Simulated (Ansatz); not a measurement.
Method: DFT PBE, scalar-relativistic, plane waves, PAW (Ansatz). Settings: cutoff 420 eV, Γ-centred meshes spaced at most about 0.3 Å⁻¹, and about 0.25 Å⁻¹ or finer for metals (2π included), Gaussian smearing. Collinear spin in cells that started with moments and kept them past the coarse steps, no spin elsewhere.

These are static total energies at zero pressure. Lower structures may exist.

Task: Order these relaxed structures of CuO2 by energy, lowest first, with the energy over the lowest of them.
A. Space group P6/mmm (No. 191), hexagonal, a = 3.512 Å, c = 4.593 Å. Cu is surrounded by 6 O at 2.03 Å; O has 3 Cu at 2.03 Å and 3 O at 2.03 Å.
B. Space group P6/mmm (No. 191), hexagonal, a = 4.192 Å, c = 4.783 Å. Cu on its first site has 2 Cu at 2.39 Å and 12 O at 2.51 Å; Cu on its second site is surrounded by 2 Cu at 2.39 Å and 12 O at 2.97 Å; O is surrounded by 1 O at 1.34 Å, 3 O at 2.42 Å, 3 Cu at 2.51 Å, 3 O at 2.77 Å and 3 Cu at 2.97 Å.
C. Space group Fd-3m (No. 227), cubic, a = 8.255 Å. Cu is surrounded by 6 O at 1.94 Å; O is surrounded by 3 Cu at 1.94 Å.
D. Space group Cmcm (No. 63), orthorhombic, a = 2.804 Å, b = 10.774 Å, c = 4.366 Å. Around Cu lie 4 O at 1.84–1.88 Å and 2 O at 2.25 Å; O on its first site is surrounded by 2 Cu at 1.84 Å; O on its second site is surrounded by 2 Cu at 1.88 Å and 2 Cu at 2.25 Å.

Result: C (0 meV/atom), D (14 meV/atom), A (522 meV/atom), B (677 meV/atom). Forms: C Fd-3m, moments up to 0.4 μB; D Cmcm, moments up to 0.3 μB; A P6/mmm, no spin; B P6/mmm, no spin. Counting O atoms around Cu (those within 1.25 times the shortest such distance or 1.15 times the sum of covalent radii; a plus sign parts nearer from farther groups; the shortest distance is added where it exceeds 1.18 times the sum of covalent radii; a slash parts the counts of unlike sites): C has Cu 6; D has Cu 4+2; A has Cu 6; B has Cu 12 from 2.5 Å/12 from 3.0 Å. B holds O–O pairs (shortest 1.34 Å, as in superoxide) (bonds between like non-metal atoms; other contacts aren't counted).

The k mesh leaves some 4 meV/atom of noise in the energy of each metallic cell. No dispersion correction is applied, so the spacing and binding between layers, chains or molecules are poorly described (Cmcm, P6/mmm at 16.4 Å³/atom), and this can change margins and order among such cells. In such compounds of Cu a zero gap at this level may well be an artefact, since no Hubbard U is applied. In P6/mmm at 16.4 Å³/atom an odd number of electrons in the primitive cell allows no gap without spin; a larger cell or a magnetic state could open one. Another magnetic order may lie lower. The Fd-3m cell at 11.7 Å³/atom was relaxed from a Materials Project cell. The Cmcm cell at 11.0 Å³/atom was relaxed from a Materials Project cell. Cells relaxed within their symmetry can be saddle points. The part of the Crystallography Open Database at hand lists CuO2 in space group No. 69, which no cell shown has. Some candidate types were left out of the draw beforehand, so a known form may be missing.
